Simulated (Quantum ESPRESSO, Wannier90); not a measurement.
Wannierisation of TiC (rock salt)

```xyz
2
Lattice="0.0000 2.1657 2.1657 2.1657 0.0000 2.1657 2.1657 2.1657 0.0000" Properties=species:S:1:pos:R:3 pbc="T T T"
Ti     0.0000     0.0000     0.0000
C      2.1657     2.1657     2.1657
```

Structure: Materials Project mp-631, symmetrised, not relaxed again. COD (Crystallography Open Database) has an entry of this formula and space group (matched by these alone). Level: PBEsol, no spin polarisation, no spin-orbit coupling; pw.x of Quantum ESPRESSO at 68 Ry with PseudoDojo potentials, 10×10×10 k-points, Wannier90. Density: 12×12×12 mesh, cold smearing 0.01 Ry.

Functional, cutoff and mesh named above are those of the base row (1); the first column says what each row takes instead. Model: 13 functions from bands 5-26, start hydrogen-like Ti: s;p;d; C: s;p, disentangled but not localised (num_iter = 0), frozen window tied to the conduction edge or Fermi level of each row, as listed, which moves Ω_I and hoppings a little by itself. Energies are relative to the Fermi level; the misfit is to pw.x on a path, for states up to 1.0 eV relative to the Fermi level. The lattice is scaled uniformly, fractional positions fixed. The disentangled Ω_I can sit in another minimum from row to row.

| scale | frozen to (eV) | Ω_I (Å²) | rms misfit (meV) | bottom of band 5 (eV) | on-site Ti1 pz minus Ti1 s (eV) | hopping modulus C2 pz – Ti1 pz, R = 0 0 1 (eV) | hopping modulus C2 s – Ti1 pz, R = 0 0 1 (eV) | hopping modulus C2 pz – Ti1 dz2, R = 0 0 1 (eV) | hopping modulus C2 s – Ti1 dz2, R = 0 0 1 (eV) |
|---|---|---|---|---|---|---|---|---|---|
| 0.95 | 1.50 | 8.53 | 3.0 | -13.14 | 3.73 | 2.989 | 2.533 | 2.565 | 2.391 |
| 0.975 | 1.50 | 8.70 | 3.2 | -12.78 | 3.92 | 2.984 | 2.445 | 2.363 | 2.199 |
| 1 | 1.50 | 8.88 | 2.2 | -12.42 | 4.08 | 2.953 | 2.345 | 2.177 | 2.021 |
| 1.025 | 1.50 | 9.05 | 2.2 | -12.08 | 4.20 | 2.896 | 2.235 | 2.008 | 1.857 |
| 1.05 | 1.50 | 9.23 | 2.4 | -11.73 | 4.29 | 2.825 | 2.120 | 1.856 | 1.706 |
